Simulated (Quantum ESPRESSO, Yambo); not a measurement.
CaHI (space group P4/nmm, No. 129): one geometry, one set of norm-conserving PBEsol (Quantum ESPRESSO, 72 Ry, scalar-relativistic) orbitals, self-energies from Yambo (4×4×1 Γ-centred k mesh, 269 bands and a 8 Ry block in the screening, 269 bands in G with the Bruneval-Gonze terminator, plasmon pole fitted at 27.2 eV).

```tsv
level	gap (0, 0.25, 0) → M (eV)	direct gap at Γ (eV)
PBEsol (Quantum ESPRESSO)	3.45	3.84
exchange only (Hartree-Fock self-energy on PBEsol orbitals)	…	…
static COHSEX@PBEsol	5.95	6.81
G0W0@PBEsol, plasmon pole	…	…
G0W0@PBEsol, multipole fit to 8 frequencies, no terminator	5.12	6.03
```

Some entries are withheld; supply them.


- exchange only (Hartree-Fock self-energy on PBEsol orbitals), gap (0, 0.25, 0) → M (eV): 10.63
- exchange only (Hartree-Fock self-energy on PBEsol orbitals), direct gap at Γ (eV): 12.02
- G0W0@PBEsol, plasmon pole, gap (0, 0.25, 0) → M (eV): 5.11
- G0W0@PBEsol, plasmon pole, direct gap at Γ (eV): 5.96

Bare exchange has no screening and gives the widest gap; static COHSEX screens it but leaves out the frequency dependence, which G0W0 restores. The mesh misses a band edge: along a dense path the PBEsol gap is 2.92 eV against 3.45 eV on the mesh.

Nearest settings tried, and what they do to the gap: 3 Ry block (85 vectors against 363): -301 meV. Not varied: bands in G, bands in W, mesh. So the settings aren't converged at that level. The k mesh is coarse.

Spin-orbit coupling is not included.

Geometry relaxed with PBE+D3(BJ); primitive cell a = 3.9797 Å, b = 3.9797 Å, c = 8.5908 Å, α = 90.00°, β = 90.00°, γ = 90.00°.
